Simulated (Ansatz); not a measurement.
This cell of BP (zinc blende) is off equilibrium:

```
CELL_PARAMETERS angstrom
      0.00000     2.27424     2.27424
      2.27424     0.00000     2.27424
      2.27424     2.27424     0.00000
ATOMIC_POSITIONS crystal
  P  0.68141 0.81859 0.81859
  B  0.00000 0.00000 0.00000
```

Calculation: PBE (plane waves to 420 eV, PAW, scalar-relativistic; Ansatz, an electronic-structure program). k mesh 10×10×10 (Γ-centred), Fermi-Dirac smearing 0.05 eV. Energies are smeared free energies. Stress and pressure are positive under compression. As the smearing reaches across the gap at some points, energies and forces of such displacements shift with the k mesh and the smearing. BP was relaxed with its symmetry unable to fall.

What forces act on the atoms (eV/Å, Cartesian)?


```
atom      Fx     Fy     Fz
----  ------  -----  -----
P1    -5.060  0.000  0.000
B2     5.060  0.000  0.000
```

Give the stress tensor in GPa and the pressure.


```
    0.9      0.0      0.0
    0.0     11.3     17.5
    0.0     17.5     11.3
```
The pressure, a third of the trace, is 7.9 GPa.

In it atom 1 sits (0.312, 0.000, 0.000) Å away from its relaxed site. What is its energy relative to the relaxed cell?

851 meV/cell.

(For displaced atoms, the force is minus the slope of the energy, and its curvature is a force constant, which sets phonon frequencies.)
